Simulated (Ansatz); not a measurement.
TiRh:
Space group Pm-3m (No. 221); a = b = c = 3.091 Å, α = β = γ = 90.00°

```json
[
 {"atom": "Ti", "site": "1b", "symmetry": "m-3m", "x": "0.5000", "y": "0.5000", "z": "0.5000"},
 {"atom": "Rh", "site": "1a", "symmetry": "m-3m", "x": "0.0000", "y": "0.0000", "z": "0.0000"}
]
```

Relaxed with r²SCAN.

### Question
Which orbitals make up the states near the Fermi level in r²SCAN (plane waves, PAW; program Ansatz)?

### Answer
Within 0.5 eV of the Fermi level: Ti 3d 62 %, Rh 4d 30 %. Projections are on Löwdin-orthogonalised atomic valence shells; empty p or d shells of many metals are not among them.

### Question
Tabulate the density of states.

### Answer
States/eV per cell of 2 atoms, in 0.25 eV bins, energy from the Fermi level.

| E (eV) | total | Rh 4d | Ti 3d | Ti 4s |
|---|---|---|---|---|
| -7.85 | 0.06 | 0.00 | 0.00 | 0.03 |
| -7.60 | 0.09 | 0.00 | 0.00 | 0.05 |
| -7.35 | 0.12 | 0.00 | 0.00 | 0.07 |
| -7.10 | 0.15 | 0.00 | 0.00 | 0.08 |
| -6.85 | 0.19 | 0.00 | 0.00 | 0.09 |
| -6.60 | 0.22 | 0.01 | 0.00 | 0.11 |
| -6.35 | 0.27 | 0.02 | 0.01 | 0.12 |
| -6.10 | 0.33 | 0.03 | 0.01 | 0.14 |
| -5.85 | 0.43 | 0.07 | 0.02 | 0.16 |
| -5.60 | 1.15 | 0.51 | 0.15 | 0.24 |
| -5.35 | 2.38 | 1.29 | 0.43 | 0.29 |
| -5.10 | 2.90 | 1.76 | 0.51 | 0.24 |
| -4.85 | 3.40 | 2.38 | 0.58 | 0.25 |
| -4.60 | 2.56 | 1.82 | 0.50 | 0.12 |
| -4.35 | 3.00 | 2.28 | 0.49 | 0.10 |
| -4.10 | 3.62 | 2.73 | 0.64 | 0.12 |
| -3.85 | 3.81 | 2.97 | 0.68 | 0.02 |
| -3.60 | 3.08 | 2.39 | 0.58 | 0.01 |
| -3.35 | 3.15 | 2.48 | 0.53 | 0.02 |
| -3.10 | 3.47 | 2.74 | 0.52 | 0.04 |
| -2.85 | 3.75 | 2.89 | 0.56 | 0.09 |
| -2.60 | 2.29 | 1.62 | 0.40 | 0.10 |
| -2.35 | 2.66 | 1.92 | 0.43 | 0.14 |
| -2.10 | 1.34 | 0.64 | 0.41 | 0.14 |
| -1.85 | 1.08 | 0.33 | 0.46 | 0.13 |
| -1.60 | 0.94 | 0.25 | 0.42 | 0.13 |
| -1.35 | 0.59 | 0.18 | 0.23 | 0.08 |
| -1.10 | 0.44 | 0.13 | 0.17 | 0.05 |
| -0.85 | 0.44 | 0.12 | 0.22 | 0.03 |
| -0.60 | 0.71 | 0.29 | 0.34 | 0.02 |
| -0.35 | 1.07 | 0.44 | 0.55 | 0.01 |
| -0.10 | 2.47 | 0.97 | 1.28 | 0.03 |
| 0.15 | 3.46 | 0.99 | 2.16 | 0.09 |
| 0.40 | 4.13 | 0.89 | 2.99 | 0.06 |
| 0.65 | 3.85 | 0.74 | 2.85 | 0.03 |
| 0.90 | 4.77 | 0.86 | 3.57 | 0.02 |
| 1.15 | 3.48 | 0.54 | 2.58 | 0.02 |
| 1.40 | 1.70 | 0.21 | 1.37 | 0.02 |
| 1.65 | 1.48 | 0.17 | 1.23 | 0.02 |
| 1.90 | 2.00 | 0.24 | 1.67 | 0.02 |
| 2.15 | 3.61 | 0.47 | 3.03 | 0.03 |
| 2.40 | 3.72 | 0.45 | 3.15 | 0.03 |
| 2.65 | 1.06 | 0.19 | 0.76 | 0.03 |
| 2.90 | 0.47 | 0.08 | 0.27 | 0.03 |
| 3.15 | 0.47 | 0.06 | 0.24 | 0.05 |
| 3.40 | 0.99 | 0.05 | 0.51 | 0.23 |
| 3.65 | 0.80 | 0.05 | 0.35 | 0.17 |
| 3.90 | 0.72 | 0.05 | 0.27 | 0.15 |
| 4.15 | 0.67 | 0.04 | 0.22 | 0.13 |
| 4.40 | 0.63 | 0.04 | 0.18 | 0.12 |
| 4.65 | 0.60 | 0.03 | 0.15 | 0.11 |

The workflow started from a Materials Project entry (that database holds measured and hypothetical structures alike); the Crystallography Open Database copy checked does not list it. COD files the formula under space group No. 123. Its standing as an ambient phase is unchecked. The cell was relaxed with r²SCAN under the symmetry of its start. At this level the phase is mechanically unstable. No spin polarisation was allowed. Scalar-relativistic: spin–orbit coupling is off unless named, which matters more the heavier the elements.

Potentials: the later of the program's two PAW sets.
